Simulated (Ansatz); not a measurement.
TiSeS:
```cif
data_SSeTi
_chemical_formula_sum 'Ti1 Se1 S1'
_space_group_name_H-M_alt 'P3m1'
_space_group_IT_number 156
_space_group_name_Hall 'P 3 -2"'
_cell_length_a 3.37317
_cell_length_b 3.37317
_cell_length_c 5.67118
_cell_angle_alpha 90.000
_cell_angle_beta 90.000
_cell_angle_gamma 120.000
loop_
_atom_site_label
_atom_site_type_symbol
_atom_site_symmetry_multiplicity
_atom_site_Wyckoff_symbol
_atom_site_fract_x
_atom_site_fract_y
_atom_site_fract_z
_atom_site_occupancy
Ti1 Ti 1 b 0.33333 0.66667 0.98521 1
Se1 Se 1 c 0.66667 0.33333 0.26843 1
S1 S 1 a 0.00000 0.00000 0.74635 1
```

Relaxed at zero pressure with DFT-LDA in the program Ansatz with PAW potentials.

The volume is raised by 9 % and shape and atoms relax at that volume. What pressure results, and how do the axes share the change?

-2.0 GPa; a 1.1 %, b 1.1 %, c 6.7 %; the energy rises by 13 meV/atom.

Give the new structure.


Space group P3m1 (No. 156); a = b = 3.409 Å, c = 6.053 Å, α = β = 90.00°, γ = 120.00°

```
atom  site  symmetry       x       y       z
----  ----  --------  ------  ------  ------
Ti      1b       3m.  0.3333  0.6667  0.9849
Se      1c       3m.  0.6667  0.3333  0.2508
S       1a       3m.  0.0000  0.0000  0.7643
```

The phase is kept; no other phase was compared at this pressure.

The workflow started from a Materials Project entry (that database holds measured and hypothetical structures alike); the Crystallography Open Database copy checked does not list it. Whether it is the stable phase at ambient conditions was not checked. The cell was relaxed with LDA under the symmetry of its start; whether a distortion lowers the energy is not shown. The run is not spin-polarised. A crystal of weakly bound layers computed without a dispersion correction: the cell and the soft elastic constants depend strongly on that.

Potentials: the later of the program's two PAW sets.
